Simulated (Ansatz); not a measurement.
ZrPt$_{3}$:
```
CELL_PARAMETERS angstrom
      5.65334     0.00000     0.00000
     -2.82667     4.89594     0.00000
      0.00000     0.00000     9.23510
ATOMIC_POSITIONS crystal
  Zr 0.00000 0.00000 0.50000
  Zr 0.00000 0.00000 0.00000
  Zr 0.33333 0.66667 0.25000
  Zr 0.66667 0.33333 0.75000
  Pt 0.50000 0.50000 0.50000
  Pt 0.00000 0.50000 0.00000
  Pt 0.50000 0.00000 0.50000
  Pt 0.50000 0.50000 0.00000
  Pt 0.00000 0.50000 0.50000
  Pt 0.50000 0.00000 0.00000
  Pt 0.82986 0.65971 0.25000
  Pt 0.17014 0.34029 0.75000
  Pt 0.17014 0.82986 0.75000
  Pt 0.82986 0.17014 0.25000
  Pt 0.34029 0.17014 0.25000
  Pt 0.65971 0.82986 0.75000
```

Relaxed with PBEsol. Special points in fractions of this cell's reciprocal vectors: Γ (0.000, 0.000, 0.000); M (0.500, 0.000, 0.000); K (0.333, 0.333, 0.000); A (0.000, 0.000, 0.500); L (0.500, 0.000, 0.500); H (0.333, 0.333, 0.500).

Task: List the band energies nearest the Fermi level at these points for PBEsol in the plane-wave PAW code Ansatz.

Result: In eV from the Fermi level; about four levels below and three above (degenerate sets whole), none deeper than 8.9 eV; points with the same levels are listed once.

| k | below | above |
|---|---|---|
| Γ | -0.35 -0.35 -0.26 -0.23 -0.21 | 0.40 0.40 0.42 |
| M | -1.24 -1.18 -0.56 -0.41 | 0.14 0.59 0.78 |
| K | -1.23 -1.23 -0.85 -0.19 | 0.55 0.98 1.07 1.07 |
| A | -0.28 -0.28 -0.12 -0.12 | 1.07 1.07 1.07 1.07 |
| L | -1.17 -1.17 -0.28 -0.28 | 0.28 0.28 0.81 0.81 |
| H | -1.31 -1.31 -0.74 -0.74 | 0.55 0.55 0.87 0.87 |

Space group P6_3/mmc. The workflow started from a Materials Project entry (that database holds measured and hypothetical structures alike); the Crystallography Open Database copy checked does not list it. COD files the formula under space group No. 221. Its standing as an ambient phase is unchecked. Symmetry was held in the PBEsol relaxation; its stability against distortions is not shown here. No spin polarisation was allowed. Spin–orbit coupling is left out wherever it is not named.

Potentials: the later of the program's two PAW sets.
